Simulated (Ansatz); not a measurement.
Mo2RuSe4:
```yaml
crystal:
  lattice:
    - [0.52020, 0.29067, -6.78900]
    - [0.46958, -6.69373, 0.00000]
    - [-6.70566, 0.00000, 0.00000]
  atoms:
    - { symbol: Mo, position: [0.59069, 0.45883, 0.76318] }
    - { symbol: Mo, position: [0.40931, 0.54117, 0.23682] }
    - { symbol: Mo, position: [0.44792, 0.76239, 0.58457] }
    - { symbol: Mo, position: [0.55208, 0.23761, 0.41543] }
    - { symbol: Ru, position: [0.76188, 0.58927, 0.44953] }
    - { symbol: Ru, position: [0.23812, 0.41073, 0.55047] }
    - { symbol: Se, position: [0.78338, 0.78727, 0.77687] }
    - { symbol: Se, position: [0.21662, 0.21273, 0.22313] }
    - { symbol: Se, position: [0.88257, 0.28515, 0.62204] }
    - { symbol: Se, position: [0.11743, 0.71485, 0.37796] }
    - { symbol: Se, position: [0.27172, 0.62647, 0.87058] }
    - { symbol: Se, position: [0.72828, 0.37353, 0.12942] }
    - { symbol: Se, position: [0.61893, 0.86896, 0.26963] }
    - { symbol: Se, position: [0.38107, 0.13104, 0.73037] }
```

Relaxed with r²SCAN. Special points in fractions of this cell's reciprocal vectors: Γ (0.000, 0.000, 0.000); X (0.500, 0.000, 0.000); Y (0.000, 0.500, 0.000); Z (0.000, 0.000, 0.500); R2 (-0.500, -0.500, 0.500); T2 (0.000, -0.500, 0.500); U2 (-0.500, 0.000, 0.500); V2 (0.500, -0.500, 0.000).

### Question
List the band energies nearest the valence-band maximum at these points for the program Ansatz at the r²SCAN level (PAW).

### Answer
In eV from the valence-band maximum; about four levels below and three above (degenerate sets whole), none deeper than 8.9 eV; points with the same levels are listed once.

```tsv
k	below	above
Γ	-0.46 -0.41 -0.16 0.00	0.59 1.13 1.38
X	-0.91 -0.61 -0.35 -0.21	1.04 1.20 1.61
Y	-0.84 -0.71 -0.35 -0.34	0.86 1.16 1.37
Z	-0.68 -0.65 -0.50 -0.46	0.78 1.16 1.50
R2	-1.17 -1.10 -0.80 -0.55	1.04 1.44 1.46
T2	-0.91 -0.87 -0.68 -0.41	0.99 1.36 1.42
U2	-0.96 -0.91 -0.70 -0.41	0.75 1.23 1.68 1.68
V2	-0.94 -0.87 -0.73 -0.31	1.31 1.37 1.37
```

Space group P-1. The workflow started from a Materials Project entry (that database holds measured and hypothetical structures alike); the Crystallography Open Database copy checked does not list it. Entries of such low symmetry are often ordered models of mixed-site phases. Whether it is the stable phase at ambient conditions was not checked. The cell was relaxed with r²SCAN under the symmetry of its start; whether a distortion lowers the energy is not shown. The run is not spin-polarised. Spin–orbit coupling is left out wherever it is not named.

Potentials: the later of the program's two PAW sets.
